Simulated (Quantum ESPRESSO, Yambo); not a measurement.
**NaCuO2 at -0.7 % isotropic strain: DFT and GW levels**

```cif
data_CuNaO2
_chemical_formula_sum 'O2 Na1 Cu1'
_space_group_name_H-M_alt 'P 1'
_space_group_IT_number 1
_cell_length_a 3.49446
_cell_length_b 3.49446
_cell_length_c 6.01371
_cell_angle_alpha 118.050
_cell_angle_beta 118.050
_cell_angle_gamma 45.745
loop_
_space_group_symop_operation_xyz
  'x, y, z'
loop_
_atom_site_label
_atom_site_type_symbol
_atom_site_fract_x
_atom_site_fract_y
_atom_site_fract_z
_atom_site_occupancy
O1 O 0.57536 0.57536 0.23060 1
O2 O 0.42464 0.42464 0.76940 1
Na1 Na 0.00000 0.00000 0.50000 1
Cu1 Cu 0.00000 0.00000 0.00000 1
```

The PBEsol cell relaxed from Materials Project entry mp-4541 was given an isotropic strain of -0.7 % on all lattice vectors, and the atoms were relaxed again.

Starting point: PBEsol (Quantum ESPRESSO, PseudoDojo norm-conserving, 92 Ry, no spin-orbit coupling). G0W0 in Yambo: 6×6×2 Γ-centred k mesh, bands 6 to 94 and a 8 Ry block in the screening, 94 bands in G with the Bruneval-Gonze terminator, plasmon pole fitted at 27.2 eV.

```json
{
  "PBEsol gap along the band path": "0.47 eV",
  "PBEsol gap between the mesh's edge points ((0, 0, -0.5) → (0.167, -0.167, -0.5))": "0.55 eV",
  "G0W0 gap between the same points": "2.20 eV",
  "PBEsol smallest direct gap on the mesh (at (0.167, -0.167, -0.5))": "0.88 eV",
  "G0W0 direct gap at that point": "2.53 eV",
  "estimate of the fundamental G0W0 gap (path gap plus the correction; the mesh misses a band edge)": "2.12 eV"
}
```

| k point | band | E PBEsol (eV) | E QP (eV) | shift (eV) | Z |
|---|---|---|---|---|---|
| Γ | VB | -0.07 | -0.67 | -0.59 | 0.74 |
| Γ | CB | 1.83 | 3.06 | 1.23 | 0.75 |
| (0, 0, -0.5) | VB | 0.00 | -0.58 | -0.58 | 0.74 |
| (0, 0, -0.5) | CB | 1.94 | 3.15 | 1.21 | 0.72 |
| (0.167, -0.167, -0.5) | VB | -0.33 | -0.91 | -0.58 | 0.74 |
| (0.167, -0.167, -0.5) | CB | 0.55 | 1.62 | 1.07 | 0.75 |

Energies count from the PBEsol valence-band maximum.

Convergence of the G0W0 settings was not tested. Oxides, nitrides and fluorides with a shallow 3d shell are known to need far more bands and larger blocks.

The 3d shell has no Hubbard U; the runs are without spin polarisation, and magnetic order was not tried.
